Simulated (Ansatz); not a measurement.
Molecular dynamics on a 2×2×2 supercell (16 atoms) of CdS (F-43m), relaxed with r2SCAN. Forces come from r2SCAN in Ansatz: a Langevin thermostat at fixed volume, 100 K, steps of 2 fs. Spin polarisation is off, nuclei are classical, and the run is far too short for thermal averages.

```yaml
crystal:
  lattice:
    - [0.0, 5.8784277752, 5.8784277752]
    - [5.8784277752, 0.0, 5.8784277752]
    - [5.8784277752, 5.8784277752, 0.0]
  atoms:
    - { symbol: Cd, position: [0.0, 0.0, 0.0] }
    - { symbol: S, position: [0.125, 0.125, 0.125] }
    - { symbol: Cd, position: [0.0, 0.0, 0.5] }
    - { symbol: S, position: [0.125, 0.125, 0.625] }
    - { symbol: Cd, position: [0.0, 0.5, 0.0] }
    - { symbol: S, position: [0.125, 0.625, 0.125] }
    - { symbol: Cd, position: [0.0, 0.5, 0.5] }
    - { symbol: S, position: [0.125, 0.625, 0.625] }
    - { symbol: Cd, position: [0.5, 0.0, 0.0] }
    - { symbol: S, position: [0.625, 0.125, 0.125] }
    - { symbol: Cd, position: [0.5, 0.0, 0.5] }
    - { symbol: S, position: [0.625, 0.125, 0.625] }
    - { symbol: Cd, position: [0.5, 0.5, 0.0] }
    - { symbol: S, position: [0.625, 0.625, 0.125] }
    - { symbol: Cd, position: [0.5, 0.5, 0.5] }
    - { symbol: S, position: [0.625, 0.625, 0.625] }
kpoints:
  mp_grid: { grid: [2, 2, 2] }
hamiltonian:
  xc: r2scan
scf:
  occupations: { method: fermi_dirac, width: 0.02 }
md:
  ensemble: nvt_langevin
  temperature: 100
  timestep: 2.0
  n_steps: 20
  initial_velocities: maxwell_boltzmann
  seed: 1188
```

Command: `ansatz run input.yaml --threads 4 --pin off --max-ram 3686MiB --backend cpu --events-out ev --progress --plain --runs-dir out`.

Problem. It ran on 4 threads of Arm Neoverse V2, on a shared host. About how long did it take, and what peak of host memory did it reach?

Solution. About 3.9 min, with a peak of 2.6 GiB.

Problem. How do temperature and energy develop?

Solution. The temperature starts at 94 K, is lowest at step 15 (31 K, 30 fs) and ends at 57 K. The thermostat hasn't had time to restore it. The atoms start on their lattice sites with kinetic energy alone, so much of it first passes into potential energy. By the last step the atoms have moved 0.05 Å in the root mean square, the drift of the whole cell taken out, 0.07 Å at most.

| step | t (fs) | T (K) | free energy F from step 0 (meV/atom) | kinetic energy (meV/atom) | largest force (eV/Å) |
| --- | --- | --- | --- | --- | --- |
| 0 | 0 | 94 | 0.0 | 12.1 | 0.00 |
| 1 | 2 | 91 | 0.1 | 11.8 | 0.06 |
| 2 | 4 | 84 | 0.3 | 10.9 | 0.12 |
| 3 | 6 | 78 | 0.6 | 10.1 | 0.18 |
| 4 | 8 | 78 | 0.9 | 10.1 | 0.22 |
| 5 | 10 | 79 | 1.4 | 10.3 | 0.28 |
| 6 | 12 | 71 | 2.0 | 9.2 | 0.34 |
| 7 | 14 | 75 | 2.6 | 9.7 | 0.40 |
| 8 | 16 | 70 | 3.2 | 9.1 | 0.45 |
| 9 | 18 | 71 | 3.8 | 9.1 | 0.51 |
| 10 | 20 | 59 | 4.4 | 7.7 | 0.56 |
| 11 | 22 | 51 | 4.9 | 6.6 | 0.61 |
| 12 | 24 | 42 | 5.4 | 5.5 | 0.65 |
| 13 | 26 | 39 | 5.8 | 5.1 | 0.69 |
| 14 | 28 | 36 | 6.2 | 4.6 | 0.72 |
| 15 | 30 | 31 | 6.4 | 4.1 | 0.74 |
| 16 | 32 | 41 | 6.5 | 5.4 | 0.76 |
| 17 | 34 | 46 | 6.6 | 5.9 | 0.76 |
| 18 | 36 | 50 | 6.7 | 6.4 | 0.77 |
| 19 | 38 | 52 | 6.7 | 6.7 | 0.77 |
| 20 | 40 | 57 | 6.7 | 7.4 | 0.76 |

Positions (Å) and forces (eV/Å) at step 20:
```
Cd  -0.029  -0.009   0.011     0.301   0.031   0.029
S    1.503   1.498   1.462    -0.427  -0.065   0.071
Cd   2.953   2.917  -0.016    -0.081   0.028  -0.169
S    4.429   4.344   1.448    -0.233   0.389   0.059
Cd   2.921   0.050   2.950    -0.024  -0.109   0.150
S    4.419   1.472   4.444    -0.069   0.084  -0.077
Cd   5.876   2.937   2.906    -0.093  -0.050   0.391
S    7.326   4.383   4.402     0.178   0.175   0.067
Cd  -0.036   2.967   2.969     0.378  -0.002  -0.161
S    1.496   4.369   4.459    -0.074   0.274  -0.216
Cd   2.963   5.852   2.938    -0.089  -0.127   0.027
S    4.442   7.340   4.389    -0.206  -0.119   0.090
Cd   2.931   2.920   5.930     0.196   0.038  -0.028
S    4.386   4.419   7.406     0.129   0.149  -0.265
Cd   5.865   5.863   5.849     0.149  -0.016   0.361
S    7.362   7.387   7.413    -0.036  -0.681  -0.331
```
